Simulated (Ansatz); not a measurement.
HfSi2 in space group Cmcm (No. 63; Si on 4c, Si on 4c, Hf on 4c) at seven volumes, PBE (plane waves, PAW; program Ansatz), shape and atoms relaxed at each. One row is withheld.

```csv
V (Å³/atom),P (GPa)
14.910,?
15.402,8.90
15.893,4.17
16.385,0.01
16.876,-3.55
17.368,-6.60
17.859,-9.21
```

Task: Fit the shown pressures and predict the withheld one.

Result: P = (3/2)B₀(x^(7/2) − x^(5/2))[1 + (3/4)(B′ − 4)(x − 1)] with x = (V₀/V)^(2/3). Least squares on the six rows gives V₀ = 16.387 Å³/atom, B₀ = 127 GPa, B′ = 3.98. At V = 14.910, x = 1.0650 and P = 14.48 GPa. The run itself gave 14.41 GPa.

The cell was relaxed with PBE under the symmetry of its start. No spin polarisation was allowed. Scalar-relativistic: spin–orbit coupling is off unless named, which matters more the heavier the elements.

Potentials: the later of the program's two PAW sets.
